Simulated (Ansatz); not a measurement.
CaO (rock salt)

```
CELL_PARAMETERS angstrom
      0.00000     2.39740     2.39740
      2.39740     0.00000     2.39740
      2.39740     2.39740     0.00000
ATOMIC_POSITIONS crystal
  O  0.00000 0.00000 0.00000
  Ca 0.50000 0.50000 0.50000
```

The slice is a {100} plane (indices of the conventional cell) through the point (0.000, 0.000, 0.000) (fractional), spanned by u = [100] and v = [0 1 -1] in vectors of this cell: u (3.39 Å) and v (3.39 Å, at 90° to u). It covers one period; positions are fractions (u, v).

Method: r2SCAN (plane waves to 500 eV, PAW, scalar-relativistic; Ansatz, an electronic-structure program). k mesh 12×12×12. Inside the PAW spheres the values are not all-electron values, and peaks at nuclei hang on which shells count as valence. CaO was relaxed with its symmetry unable to fall.

What is the ELF at the midpoint of the shortest O–Ca line in this plane (2.40 Å)?

0.08.

Predict the map of the electrostatic potential energy of an electron, from the cell's mean on the slice.


```
v \ u  0.00  0.09  0.19  0.28  0.38  0.47  0.56  0.66  0.75  0.84  0.94
-----  ----  ----  ----  ----  ----  ----  ----  ----  ----  ----  ----
0.88      x     x     x   7.1   5.4   3.8   4.2   6.0     x     x     x
0.75      x     x   6.1   2.1     x     x     x     x   3.8     x     x
0.62    7.6   6.4   2.0     x     x     x     x     x     x   3.9   7.1
0.50    6.5   5.0  <0.0     x     x     x     x     x     x   1.9   5.9
0.38    7.6   6.4   2.0     x     x     x     x     x     x   3.9   7.1
0.25      x     x   6.1   2.1     x     x     x     x   3.8     x     x
0.12      x     x     x   7.1   5.4   3.8   4.2   6.0     x     x     x
0.00      x     x     x     x   7.5   6.6   6.8   8.1     x     x     x
```

Values: electrostatic potential energy of an electron, from the cell's mean, in eV. Points within 1 Å of a nucleus are blanked (x), as the pseudised field means little there. Values under 0 eV are set to 0. The zero, the cell's mean, hangs on the PAW cores.
